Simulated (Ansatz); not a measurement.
Sn (simple hexagonal, space group No. 191) at seven volumes, the program Ansatz at the PBEsol level (PAW), shape and atoms relaxed at each. One row is withheld.

```
V (Å³/atom)  P (GPa)
-----------  -------
24.459          6.49
25.265          3.90
26.071          1.72
26.878         -0.09
27.684         -1.58
28.490             ?
29.297         -3.92
```

Fit the shown pressures and predict the withheld one.

Third-order Birch–Murnaghan: P = (3/2)B₀(x^(7/2) − x^(5/2))[1 + (3/4)(B′ − 4)(x − 1)] with x = (V₀/V)^(2/3). Least squares on the six rows gives V₀ = 26.838 Å³/atom, B₀ = 55.50 GPa, B′ = 4.97. At V = 28.490, x = 0.9610 and P = -2.86 GPa. The run itself gave -2.84 GPa.

Space group P6/mmm (simple hexagonal). The start of the workflow was typed in or built on a structure type; neither database checked (COD, Materials Project) lists it. It is not the phase usual at ambient conditions (space group No. 141). The PBEsol relaxation kept the symmetry of its start; its stability against distortions is not shown here. Spin–orbit coupling is left out wherever it is not named.

Potentials: the earlier of the program's two PAW sets. The files were generated under PBE; for other functionals the program regenerates the frozen cores, and for LDA and PBEsol the local potential too.
